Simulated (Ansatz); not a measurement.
Relaxation of a relaxed CeO2 cell stretched uniformly to 130 % of its volume; 3 atoms in the cell, which starts as Fm-3m (No. 225), cF12; a = b = c = 5.964 Å, α = β = γ = 90.00°. These are PBE (plane waves to 420 eV, PAW, scalar-relativistic; Ansatz, an electronic-structure program) values and carry that method's errors. Γ-centred k-mesh 7×7×7 on the run's cell (coarser than for final values), Fermi–Dirac smearing 0.05 eV. This is the first round of the run. 

The optimiser's lines from the output (shortened; P is positive under compression):

```
relax step   1: F+E_penalty+E_count = -7714.81734820 eV  Δ(F+E_penalty+E_count) = +0.000e0 eV  max|allowed force component| = 1.696e-17 eV/Å  Δτ_max = 0.0000 Å  P = -25.052 GPa  Ω = 53.031 Å³  (9 SCF iters, dr2 threshold 1.00e-7 eV, accepted)
relax step   2: F+E_penalty+E_count = -7715.78989978 eV  Δ(F+E_penalty+E_count) = -9.726e-1 eV  max|allowed force component| = 5.243e-17 eV/Å  Δτ_max = 0.0000 Å  P = -14.860 GPa  Ω = 45.647 Å³  (12 SCF iters, dr2 threshold 3.00e-7 eV, accepted)
relax step   3: F+E_penalty+E_count = -7715.99720121 eV  Δ(F+E_penalty+E_count) = -2.073e-1 eV  max|allowed force component| = 1.172e-16 eV/Å  Δτ_max = 0.0000 Å  P = +9.038 GPa  Ω = 38.983 Å³  (7 SCF iters, dr2 threshold 3.00e-7 eV, accepted)
relax step   4: F+E_penalty+E_count = -7716.04151611 eV  Δ(F+E_penalty+E_count) = -4.431e-2 eV  max|allowed force component| = 4.395e-17 eV/Å  Δτ_max = 0.0000 Å  P = -1.608 GPa  Ω = 41.261 Å³  (8 SCF iters, dr2 threshold 3.00e-7 eV, accepted)
relax step   5: F+E_penalty+E_count = -7716.04428237 eV  Δ(F+E_penalty+E_count) = -2.766e-3 eV  max|allowed force component| = 5.705e-17 eV/Å  Δτ_max = 0.0000 Å  P = -0.008 GPa  Ω = 40.871 Å³  (5 SCF iters, dr2 threshold 3.00e-7 eV, accepted)
relax step   6: F+E_penalty+E_count = -7716.03858341 eV  Δ(F+E_penalty+E_count) = +5.699e-3 eV  max|allowed force component| = 2.621e-17 eV/Å  Δτ_max = 0.0000 Å  P = -0.326 GPa  Ω = 40.871 Å³  stress off target by 3.26e-1 GPa  SCF on the basis re-selected at this cell (its energy is not comparable with the rows above)  (8 SCF iters)
relax step   7: F+E_penalty+E_count = -7716.03881651 eV  Δ(F+E_penalty+E_count) = -2.331e-4 eV  max|allowed force component| = 4.472e-17 eV/Å  Δτ_max = 0.0000 Å  P = +0.003 GPa  Ω = 40.795 Å³  (4 SCF iters, dr2 threshold 2.65e-7 eV, accepted)
relax step   8: F+E_penalty+E_count = -7716.03869527 eV  Δ(F+E_penalty+E_count) = +1.212e-4 eV  max|allowed force component| = 4.472e-17 eV/Å  Δτ_max = 0.0000 Å  P = -0.004 GPa  Ω = 40.795 Å³  stress off target by 3.54e-3 GPa  SCF on the basis re-selected at this cell (its energy is not comparable with the rows above)  (7 SCF iters)
```

From the first to the last row the energy changes by -0.41 eV/atom and the volume by -23.1 %. The last row is marked as not comparable with the walk above it, whose basis was carried along; it does compare with step 1, since both stand on a basis selected at the nominal cutoff for their own cell.

Later rounds, restarted from the end of this one on a renewed k-mesh, logged 2 more steps and released under 1 meV/atom more. The final structure after all rounds: Fm-3m (No. 225), cF12, fluorite type; a = 5.465 Å, b = 5.465 Å, c = 5.465 Å, α = 90.00°, β = 90.00°, γ = 90.00°. Between re-selections the logged energies stand on a plane-wave basis carried along with the cell. No spin polarisation in the result. The d or f electrons are treated with no Hubbard U. The f-shell occupation is the one the SCF fell into and was not checked against other states.

The run could not lose the symmetry of its start.

All atoms sit on sites fixed by symmetry, so only the cell could relax.
